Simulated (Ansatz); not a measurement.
# ZnCu squeezed and stretched

A database entry relaxed whole under r2SCAN (Pm-3m):

```
Zn Cu
1.0
     2.91931    0.00000    0.00000
     0.00000    2.91931    0.00000
     0.00000    0.00000    2.91931
Zn Cu
1 1
Cartesian
  1.4597 1.4597 1.4597
  0.0000 0.0000 0.0000
```

The cell was scaled uniformly, its shape held, and the atoms relaxed at each volume with plane-wave PAW DFT (Ansatz 0.2.0; r2SCAN, 500 eV, 11×11×11 Γ-centred mesh, fermi-dirac occupations of width 0.100 eV; no spin, no spin-orbit coupling). One row is withheld.

| volume (Å³/atom) | energy over the lowest (meV/atom) | pressure (GPa) |
| --- | --- | --- |
| 11.693 | 21.1 | 9.77 |
| 11.942 | 8.9 | 6.12 |
| 12.191 | 2.1 | 2.87 |
| 12.440 | 0.0 | -0.02 |
| 12.689 | 2.1 | -2.57 |
| 12.937 | ? | ? |
| 13.186 | 17.2 | -6.85 |

Problem. Fit the pressures of the other rows to the third-order Birch-Murnaghan form.

Solution. With f = [(V₀/V)^(2/3) − 1]/2 and P = 3B₀f(1 + 2f)^(5/2)[1 + 3(B₀′ − 4)f/2], least squares gives V₀ = 12.44 Å³ an atom, B₀ = 136 GPa and B₀′ = 5.0; the rows miss the fit by less than 0.01 GPa. The slope of the energies differs from these pressures by 0.06 GPa, since they are taken to zero smearing while pressures follow the free energy.

Problem. What does the withheld row hold?

Solution. The fit gives -4.84 GPa at 12.937 Å³; the run gave -4.84 GPa and 8.0 meV an atom.

Caveats: the shape of the cell was held; 0 K, fixed nuclei; the symmetry was kept, and this need not be the phase that is stable at 0 K; one mesh for all volumes; pressure is positive in compression.
